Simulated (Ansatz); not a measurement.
A structure of SnS relaxed with PBEsol (plane waves to 420 eV, PAW, scalar-relativistic; Ansatz, a first-principles code); single points at other levels follow on the same geometry (Ansatz, PAW; PBEsol+SOC at 420 eV on a 3×8×8 k-mesh; spin-orbit coupling only where +SOC is written). Space group Pnma (No. 62).

```cif
data_S4Sn4
_chemical_formula_sum 'Sn4 S4'
_space_group_name_H-M_alt 'P 1'
_space_group_IT_number 1
_cell_length_a 11.09920
_cell_length_b 3.98417
_cell_length_c 4.23577
_cell_angle_alpha 90.000
_cell_angle_beta 90.000
_cell_angle_gamma 90.000
loop_
_space_group_symop_operation_xyz
  'x, y, z'
loop_
_atom_site_label
_atom_site_type_symbol
_atom_site_fract_x
_atom_site_fract_y
_atom_site_fract_z
_atom_site_occupancy
Sn1 Sn 0.61852 0.75000 0.61020 1
Sn2 Sn 0.88148 0.25000 0.11020 1
Sn3 Sn 0.38148 0.25000 0.38980 1
Sn4 Sn 0.11852 0.75000 0.88980 1
S1 S 0.35321 0.75000 0.97569 1
S2 S 0.14679 0.25000 0.47569 1
S3 S 0.64679 0.25000 0.02431 1
S4 S 0.85321 0.75000 0.52431 1
```

```tsv
level	gap (eV)	kind	conduction minimum
PBEsol	0.62	indirect	33 % of the way from Y to Γ
PBEsol+SOC	0.60	indirect	33 % of the way from Y to Γ
```

The shift from spin-orbit coupling is approximate. No spin polarisation in the result.

The run could not lose the symmetry of its start.
